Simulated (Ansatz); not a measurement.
A crystal relaxed with r2SCAN in the plane-wave code Ansatz has space group Amm2 (No. 38) and a = 3.697 Å, b = 7.408 Å, c = 10.434 Å.

```csv
atom,site,x,y,z
N,2a,0.0000,0.5000,0.5019
P,4e,0.5000,0.7498,0.2492
P,2a,0.0000,0.5000,0.0025
Xx,2b,0.5000,0.5000,0.3947
Xx,4d,0.0000,0.7759,0.1138
Xx,2b,0.5000,0.5000,0.8748
```

The r2SCAN gap is direct at Γ: 0.06 eV. (This is within a few times the smearing of 0.02 eV, so the filling near the edges can be smeared.) With HSE06 the gap is 0.04 eV and direct, at Γ. (With 0.02 eV of smearing so small a gap leaves both edges partly filled, and it could close between the points sampled.) PBE gives no gap: the lowest nominally empty band dips 0.08 eV below the top of the last filled one (its bottom at Γ–Z (0.20 of the way from Γ), the top at Γ), so the cell is a metal or semimetal at this level. Meshes: r2SCAN 8×4×4, HSE06 4×4×4, PBE 8×4×4.

**Question.** Which element is Xx?
A. Tl
B. B
C. Ga
D. In

**Answer.** C. Xx is Ga: an ordered 8-atom cell of Ga4P3N on the zincblende lattice (Amm2). Around N lie 4 Ga at 2.03–2.16 Å; around P lie 4 Ga at 2.27–2.39 Å; around P lie 4 Ga at 2.28–2.35 Å; around Ga lie 2 N at 2.16 Å and 2 P at 2.39 Å; around Ga lie 1 N at 2.03 Å and 3 P at 2.33–2.35 Å; around Ga lie 4 P at 2.27–2.28 Å.

The calculation is spin-unpolarised, and the structure need not be a phase that has been made.

The meshes of the hybrids are coarse, so their gaps aren't converged to the digits shown.
